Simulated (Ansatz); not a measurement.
Structure relaxation, Fe

The start is a relaxed Fe cell, doubled along one cell vector, shaken by Gaussian noise of σ = 0.08 Å a coordinate. A full variable-cell relaxation at zero pressure is run with r2SCAN (plane waves to 500 eV, PAW, scalar-relativistic; Ansatz, a quantum-chemistry and plane-wave program). The first steps use a coarse 16×16×8 k-mesh.

Starting cell:
```
Fe
1.0
   -1.43248     1.43248     1.43248
    1.43248    -1.43248     1.43248
    2.86495     2.86495    -2.86495
Fe
2
Direct
  0.02391   0.95682   0.99491
  0.02315   0.05312   0.52023
```
Spin-polarised start, with parallel moments on Fe.

Problem. What is the largest force in the starting geometry, and on which atom (counted from 1)?

Solution. 1.11 eV/Å, on Fe1, Fe2 (atoms numbered as listed).

Problem. By how much does the energy per atom fall from start to end?

Solution. 0.05 eV/atom.

Problem. Is the parent structure recovered?

Solution. It relaxes back to the parent, Im-3m (No. 229).

Problem. What magnetic moments remain?

Solution. Net 2.64 μB/atom, ferromagnetic.

Relaxed structure:

Space group Im-3m (No. 229); a = b = c = 2.865 Å, α = β = γ = 90.00°

| atom | site | symmetry | x | y | z |
|---|---|---|---|---|---|
| Fe | 2a | m-3m | 0.0000 | 0.0000 | 0.0000 |
(The calculation used a cell of 1 atom; values per cell refer to that cell.)

Final values are on a 23×23×23 k-mesh of the relaxed cell. Spin state reached: ferromagnetic (net 2.64 μB/atom), from parallel starting moments; other spin orders were not run from this start. r2SCAN tends to overstate moments in metals.

The run could not lose the symmetry of its start.
